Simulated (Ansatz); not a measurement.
Given:

CdS (wurtzite)

```cif
data_Cd2S2
_chemical_formula_sum 'Cd2 S2'
_space_group_name_H-M_alt 'P63mc'
_space_group_IT_number 186
_space_group_name_Hall 'P 6c -2c'
_cell_length_a 4.16433
_cell_length_b 4.16433
_cell_length_c 6.76883
_cell_angle_alpha 90.000
_cell_angle_beta 90.000
_cell_angle_gamma 120.000
loop_
_atom_site_label
_atom_site_type_symbol
_atom_site_symmetry_multiplicity
_atom_site_Wyckoff_symbol
_atom_site_fract_x
_atom_site_fract_y
_atom_site_fract_z
_atom_site_occupancy
Cd1 Cd 2 b 0.66667 0.33333 0.00098 1
S1 S 2 b 0.33333 0.66667 0.12422 1
```

Equation-of-state scan: isotropic scaling of the cell above, V₀ being its volume. The atoms relax within the cell's symmetry.

All values below come from r2SCAN (plane waves to 500 eV, PAW, scalar-relativistic; Ansatz, a program for electronic structure). k mesh 9×9×5 (Γ-centred), Fermi-Dirac smearing 0.05 eV. Energies are smeared free energies. Stress and pressure are positive under compression. With the shape held, the modulus is that of even scaling; a crystal free to change shape is softer. CdS was relaxed with its symmetry unable to fall. The PAW data are Ansatz's earlier set. The zero of ΔE is the relaxed starting cell.

The scan covers V/V₀ from 0.840 to 1.160 in 9 points.

**Question.** What is ΔE at V/V₀ = 1.160?

**Answer.** 93.3 meV/atom.

**Question.** What is ΔE at V/V₀ = 0.840?

**Answer.** 168.0 meV/atom.

**Question.** What pressure does the cell carry at V/V₀ = 0.840?

**Answer.** 15.5 GPa.

(Under strain, the slope of the energy per volume gives the stress and its curvature an elastic modulus.)
